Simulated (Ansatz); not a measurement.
Property card for TaSi

TaSi:
```cif
data_Si4Ta4
_chemical_formula_sum 'Si4 Ta4'
_space_group_name_H-M_alt 'Fm-3m'
_space_group_IT_number 225
_space_group_name_Hall '-F 4 2 3'
_cell_length_a 5.14966
_cell_length_b 5.14966
_cell_length_c 5.14966
_cell_angle_alpha 90.000
_cell_angle_beta 90.000
_cell_angle_gamma 90.000
loop_
_atom_site_label
_atom_site_type_symbol
_atom_site_symmetry_multiplicity
_atom_site_Wyckoff_symbol
_atom_site_fract_x
_atom_site_fract_y
_atom_site_fract_z
_atom_site_occupancy
Si1 Si 4 a 0.00000 0.00000 0.00000 1
Ta1 Ta 4 b 0.50000 0.50000 0.50000 1
```
(The calculation used a cell of 2 atoms; values per cell refer to that cell.)

Space group Fm-3m (No. 225), rock salt; conventional cell a = b = c = 5.1497 Å, α = β = γ = 90.00°.

Method: PBE (plane waves, PAW; program Ansatz). Structure relaxed to zero pressure with the same functional. Other levels are named where they apply.

**Cell and energy**

- Volume per atom = 17.07 Å³
- Density = 10.17 g/cm³
- Formation energy from the elements (no fitted shifts) = -0.051 eV/atom

**Electronic structure**

- Electronic character = metallic (no gap)
- Density of states at the Fermi level = 0.59 states/eV per atom (mean over ±0.08 eV)
- Gap with spin–orbit coupling = none (metallic)

**Mechanics**

* **Bulk modulus (Birch–Murnaghan fit)**: 162 GPa
* **Pressure derivative B′**: 4.0
* **Elastic constants (relaxed ions, GPa)**: C11 = 391, C12 = 46.3, C44 = 34.2
* **Mechanical stability**: stable (all eigenvalues of C positive)
* **Hill bulk and shear moduli**: 161 and 69.9 GPa
* **Young's modulus**: 183 GPa
* **Poisson's ratio**: 0.31
* **Debye temperature from the elastic constants**: 339 K

**Phonons**

- Highest zone-centre frequency = 356 cm⁻¹
- Zone-centre stability = no imaginary mode at Γ

**Charges**

Bader charges: Si -1.01, Ta +1.01 e

The cell is a constructed one: a structure type filled with these elements; neither database checked (COD, Materials Project) lists it. Its standing as an ambient phase is unchecked. The PBE relaxation kept the symmetry of its start. The run is not spin-polarised. As this level gives no gap, shear constants depend on the k-mesh and smearing (Fermi–Dirac, 0.1 eV here). As this level gives no gap, phonon frequencies hold no LO–TO term and depend on the k-mesh and smearing (Fermi–Dirac, 0.1 eV here). The references are the lowest solids computed at this level, not always the standard phases. Spin–orbit coupling is left out wherever it is not named.

Potentials: the later of the program's two PAW sets.
